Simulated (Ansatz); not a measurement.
**Bi: frozen-core PAW against all-electron methods**

```
CELL_PARAMETERS angstrom
3.43637 -3.14706 0.00000
3.43637 3.14706 0.00000
-1.18551 0.00000 3.09291
ATOMIC_POSITIONS crystal
Bi 0.25180 0.25180 0.14900
Bi 0.74820 0.74820 0.85100
```

Atoms are numbered in the order listed.

The cell is a measured one (Crystallography Open Database entry 8100521); the temperature and pressure of the measurement aren't taken into account, and nothing was relaxed. The listed cell was then made from it by scaling, straining or moving an atom.

No spin–orbit coupling, which matters for the heavy atoms here.

All numbers are computed: DFT, PBEsol, PAW with Ansatz's default frozen-core files, scalar-relativistic (Ansatz 0.2.0); DFT, PBEsol, all-electron PAW with datasets made for the crystal, scalar-relativistic (Ansatz 0.2.0); DFT, PBEsol, all-electron LAPW, scalar-relativistic (Ansatz 0.2.0).

For PAW: a Γ-centred 8×8×11 k mesh, Fermi–Dirac smearing of 0.05 eV, cutoff 420 eV, no spin polarisation; the PAW files were made with PBE, and the program remakes their frozen cores for this functional. The crystal-made all-electron datasets (AE datasets) take a cutoff of 260 eV at this cell. LAPW targets a basis error of 0.25 meV/atom. The Ansatz runs share mesh, smearing and spin set-up. Plane-wave (PAW) pressures include the program's estimate of the Pulay term.

Stress and pressure are positive in compression.

The change that made this cell: equal xx and yy strain of +3 %.

Spin–orbit coupling is left out, which moves gradients at and beside heavy atoms by some per cent and at worst by a factor of two.

In a metal, gradients converge slowly with the k mesh: the values move by tens of per cent from one mesh to another, at times in sign, so only the comparison on one mesh counts.

```json
{"quantity": "pressure (GPa)", "PAW": "-1.87", "AE datasets": "-1.86", "LAPW": "-1.86"}
{"quantity": "stress xx (GPa)", "PAW": "-1.61", "AE datasets": "-1.59", "LAPW": "-1.59"}
{"quantity": "stress yy (GPa)", "PAW": "-2.95", "AE datasets": "-2.93", "LAPW": "-2.93"}
{"quantity": "stress zz (GPa)", "PAW": "-1.06", "AE datasets": "-1.04", "LAPW": "-1.04"}
{"quantity": "stress xz (GPa)", "PAW": "-0.73", "AE datasets": "-0.73", "LAPW": "-0.73"}
{"quantity": "force on Bi1, z (eV/Å)", "PAW": "-0.099", "AE datasets": "-0.099", "LAPW": "-0.099"}
{"quantity": "field gradient Vzz at Bi1 (10²¹ V/m²)", "PAW": "-10.45", "AE datasets": "-10.50", "LAPW": "–"}
```

PAW's pressure differs from the LAPW value by -0.02 GPa.
